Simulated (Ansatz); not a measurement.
# Elastic constants of ZrPb at -6.5 GPa (stress–strain coefficients): input and output

Level of theory: Ansatz 0.2.0, DFT LDA, scalar-relativistic, plane waves, PAW.

Launched with:
```bash
ansatz run input.yaml --threads 1 --pin off --max-ram 2560MiB --backend cpu --events-out ev --progress --plain --runs-dir out
```

Input (bare energies are in eV):
```yaml
crystal:
  lattice:
    - [3.6501, 0.0, 0.0]
    - [0.0, 3.6501, 0.0]
    - [0.0, 0.0, 3.6501]
  atoms:
    - { symbol: Zr, position: [0.0, 0.0, 0.0] }
    - { symbol: Pb, position: [0.5, 0.5, 0.5] }
basis:
  ecutwfc: 420
kpoints:
  mp_grid: { grid: [12, 12, 12] }
hamiltonian:
  xc: lda
scf:
  occupations: { method: fermi_dirac, width: 0.15 }
output:
  forces: true
  stress: true
  eigenvalues: true
elastic:
  mode: relaxed_ion
  amplitude: 0.005
```

From the output:
```
--- Elastic constants: 2 strain directions × 4 members + reference (group order 48) ---
  dense FFT box of the reference and of every strained cell: 25×25×25
  strains applied: 11, 23; error gains: componentwise 1.00 (the most a stress slope's error grows in a printed constant), spectral 1.73 (1 for all six strains in a standard setting)
  C = ∂σ_k/∂η_j (tension-positive GPa; Voigt order 11 22 33 23 13 12):
        15.386     96.078     96.078     -0.000     -0.000     -0.000
        96.078     15.386     96.078     -0.000     -0.000     -0.000
        96.078     96.078     15.386     -0.000     -0.000     -0.000
         0.000      0.000     -0.000    -21.069     -0.000      0.000
        -0.000     -0.000      0.000      0.000    -21.069     -0.000
         0.000     -0.000      0.000     -0.000     -0.000    -21.069
  reference stress σ⁰ (GPa):      6.476      6.476      6.476     -0.000     -0.000      0.000
  C* (energy form; C + prestress term) asymmetry max|C*_kj − C*_jk| = 2.842e-14 GPa — a small one proves nothing (zero by symmetry where the batch's group is 432, −43m or m−3m); a large one is finite-difference/SCF noise where every solve ...
  moduli (Voigt/Reuss/Hill, GPa): K = 69.18/69.18/69.18   G = -28.78/-26.05/-27.41   E = -94.76   ν = 0.728
  mechanically stable: NO (min eigenvalue of sym C = -80.69 GPa)
  strain η (Voigt 11):  stress-route row diagonal C_11 = 15.39 GPa, energy-path curvature d²(F+E_count+ΔE)/dδ²/Ω₀ = 15.39 GPa
    cells at ±δ against ±2δ: C11 15.45 and 15.66 GPa, apart by 0.21 % of the column's largest entry
         δ    σ_11 (GPa) F (eV) n_scf n_hpsi n_pw
    -1.000e-2       6.3208      -15680.0534476      10   80866    956   relax 0 steps, max|allowed force component| 1.38e-28 eV/Å
    -5.000e-3       6.3995      -15680.0437951       4   51467    968   relax 0 steps, max|allowed force component| 1.46e-28 eV/Å
     5.000e-3       6.5540      -15680.0241377       4   51456    976   relax 0 steps, max|allowed force component| 3.83e-29 eV/Å
     1.000e-2       6.6339      -15680.0141303       7   56264    976   relax 0 steps, max|allowed force component| 1.33e-28 eV/Å
  strain η (Voigt 23):  stress-route row diagonal C_44 = -21.07 GPa, energy-path curvature d²(F+E_count+ΔE)/dδ²/Ω₀ = -24.31 GPa
    cells at ±δ against ±2δ: C44 -21.04 and -20.97 GPa, apart by 0.35 % of the column's largest entry
         δ    σ_23 (GPa) F (eV) n_scf n_hpsi n_pw
    -1.000e-2       0.2097      -15680.0343926       8  105480    968   relax 0 steps, max|allowed force component| 2.37e-29 eV/Å
    -5.000e-3       0.1052      -15680.0341170       4   76815    968   relax 0 steps, max|allowed force component| 9.07e-30 eV/Å
     5.000e-3      -0.1052      -15680.0341170       4   77332    968   relax 0 steps, max|allowed force component| 1.22e-29 eV/Å
     1.000e-2      -0.2097      -15680.0343926       7   87560    968   relax 0 steps, max|allowed force component| 2.52e-29 eV/Å
```

The run took 2.9 min on 1 thread of Intel(R) Xeon(R) Processor @ 2.50GHz (Skylake/Cascade Lake) (shared host), peak memory 0.55 GiB.

The cell is the ideal cubic caesium chloride prototype; whether it is the stable structure of this composition wasn't checked. In a metal, frequencies and elastic constants depend on the k mesh and the smearing, soft modes and shear constants most. Spin–orbit coupling is left out, which can shift energies with elements as heavy as these.

As the tensor has a negative eigenvalue, the Reuss and Hill moduli of a polycrystal, and E and ν formed from them, have no physical meaning here.